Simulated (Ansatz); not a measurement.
BiPt (NiAs type, P6_3/mmc) at seven volumes, the program Ansatz at the PBEsol level (PAW), shape and atoms relaxed at each. One row is withheld.

```
V (Å³/atom)  P (GPa)
-----------  -------
20.567         14.68
21.245          8.87
21.923          4.03
22.601          0.00
23.279             ?
23.957         -6.15
24.635         -8.48
```

### Question
Fit the shown pressures and predict the withheld one.

### Answer
P = (3/2)B₀(x^(7/2) − x^(5/2))[1 + (3/4)(B′ − 4)(x − 1)] with x = (V₀/V)^(2/3). Least squares on the six rows gives V₀ = 22.601 Å³/atom, B₀ = 122 GPa, B′ = 5.08. At V = 23.279, x = 0.9805 and P = -3.35 GPa. The run itself gave -3.35 GPa.

The first step of the workflow began from a Materials Project structure, measured or hypothetical; the Crystallography Open Database files this formula in space group No. 194, but the cells were not matched. Whether it is the stable phase at ambient conditions was not checked. The cell was relaxed with PBEsol under the symmetry of its start; of distortions, only those at the zone centre were tested. The run is not spin-polarised. Spin–orbit coupling is left out wherever it is not named.

Potentials: the later of the program's two PAW sets.
